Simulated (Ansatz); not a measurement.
Ge (space group P4_32_12)

```xyz
12
Lattice="5.8786 0.0000 0.0000 0.0000 5.8786 0.0000 0.0000 0.0000 6.8985" Properties=species:S:1:pos:R:3 pbc="T T T"
Ge     0.5186     0.5186     0.0000
Ge     2.4207     3.4580     5.1739
Ge     5.3600     5.3600     3.4492
Ge     3.4580     2.4207     1.7246
Ge     1.0113     2.1749     1.7682
Ge     0.7644     3.9506     0.0436
Ge     4.8674     3.7038     5.2174
Ge     5.1142     1.9281     3.4928
Ge     3.9506     0.7644     6.8549
Ge     3.7038     4.8674     1.6810
Ge     1.9281     5.1142     3.4057
Ge     2.1749     1.0113     5.1303
```

The slice is a (001) plane (indices of the conventional cell) through the point (0.130, 0.672, 0.006) (fractional), spanned by u = [100] and v = [010] in vectors of this cell: u (5.88 Å) and v (5.88 Å, at 90° to u). It covers one period; positions are fractions (u, v).

Calculation: LDA (plane waves to 420 eV, PAW, scalar-relativistic; Ansatz, a quantum-chemistry and plane-wave program). k mesh 5×5×4. These are valence fields of a PAW run, semicore shells included where kept as valence: close to a nucleus they are smooth pseudo fields. Ge was relaxed with its symmetry unable to fall. This is one of several known forms of Ge; the measured ambient cells at hand have space group No. 227.

### Question
What is the ELF at the midpoint of the shortest Ge–Ge line in this plane (2.46 Å)?

### Answer
0.7.

### Question
The ELF has a maximum in the middle third of the Ge–Ge line. Where, and how high?

### Answer
0.72, 1.2 Å from Ge.

### Question
What is the valence density on the shortest Ge–Ge line in this plane (2.46 Å), at its midpoint?

### Answer
0.49 e/Å³.

### Question
Predict the map of the valence electron density on the slice.

### Answer
```
|@%#+=-:..              ...:-=+#%|
|##*=-::...              ..::-=*#|
|++=--::..               ..::--=+|
|==--::...                ..::--=|
|--:::...                  ..:::-|
|::::...                    ...::|
|......                      ....|
|....            .            ...|
|...          .......          ..|
|...         ..........       ...|
|....        ...:::::...     ....|
|:....      ..:::::::::.........:|
|:::...    ...::------::.....::::|
|--::...   ..::-==++=--:::::::---|
|=--::... ...:-=+*#**=--::::--===|
|+=--:......::-=*#%%#+=--::--=+**|
|#*=-::.....::-+#%@@%*=-----=+#%%|
|%*+-::.....::-+*%@@%*=-----=*%@@|
|%#+-::.....::-=*#%%#+=-----=*%@@|
|%*=-::.. ...:--=+**+=--::--=+#%%|
|*+=-:..   ..::--====--::::--=*##|
|==-::..    ..::-----:::::::--=++|
|---:..      ..::::::::...:::---=|
|--::..      ...::::........::---|
|--::..       .........  ...:::--|
|--:::..       ......     ..:::--|
|---::..          .       ..::---|
|==--::..                 ..::--=|
|++=--:..                ..::--=+|
|##*=-::..               ..::-=*#|
|@%#+=-:..               ..:-=+#%|
|@@#+=-:..              ...:-=+#@|
```
Scale: ten equal steps from -1.30 (start of ' ') to 1.75 (end of '@'), in the order ' .:-=+*#%@'. Values: log₁₀ of the valence density in e/Å³. The map has 32 points along u (one character each, u = 0 at the left) and 32 along v (v = 0 in the bottom row). The scale is logarithmic, as a density can span decades between atoms and voids.
